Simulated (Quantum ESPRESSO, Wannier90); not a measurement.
InN (wurtzite), plane waves to Wannier functions

```xyz
4
Lattice="3.5506 0.0000 0.0000 -1.7753 3.0749 0.0000 0.0000 0.0000 5.7326" Properties=species:S:1:pos:R:3 pbc="T T T"
In    -1.7753     1.0250    -2.8635
In     1.7753    -1.0250     0.0028
N     -1.7753     1.0250    -0.6907
N      1.7753    -1.0250     2.1756
```

Cell from Materials Project (mp-22205), symmetrised, no further relaxation. COD (Crystallography Open Database) has the formula in 2 space groups, this one among them (matched by group alone). Computed values, not measurements, from PBEsol: Quantum ESPRESSO (norm-conserving PseudoDojo potentials, cutoff 68 Ry, spinors with spin-orbit coupling) on a Γ-centred 6×6×4 mesh, then Wannier90. Density: 12×12×6 mesh, Gaussian smearing 0.01 Ry. With spin-orbit coupling a semilocal functional can close or falsely invert a small gap; the band order was not checked against a better method.

A tight-binding model is made by disentanglement and projection with no localisation steps (num_iter = 0), so the 28 orbitals stay atom-like: hydrogen-like In: s;p; N: p, axes along x, y, z; frozen window up to 3.00 eV relative to the Fermi level. It follows pw.x to 1.8 meV rms for states up to 1.0 eV relative to the Fermi level. Matrix elements depend on this choice of orbitals and windows.

What are the on-site energies relative to the Fermi level, and how fast do the hoppings decay?


| atom | orbitals | energy (eV) |
|---|---|---|
| In1 | s↑ s↓ | 2.05 |
| In1 | pz↑ pz↓ | 7.41 |
| In1 | px↑ px↓ py↑ py↓ | 7.30 |
| In2 | s↑ s↓ | 2.05 |
| In2 | pz↑ pz↓ | 7.41 |
| In2 | px↑ px↓ py↑ py↓ | 7.30 |
| N3 | pz↑ pz↓ | -0.42 |
| N3 | px↑ px↓ py↑ py↓ | -0.39 |
| N4 | pz↑ pz↓ | -0.42 |
| N4 | px↑ px↓ py↑ py↓ | -0.39 |

```csv
distance of the centres (Å),largest modulus (eV)
2–3,2.8
3–4,0.95
4–5,0.096
5–6,0.17
6–7,0.056
7–8,0.040
8–9,0.015
```
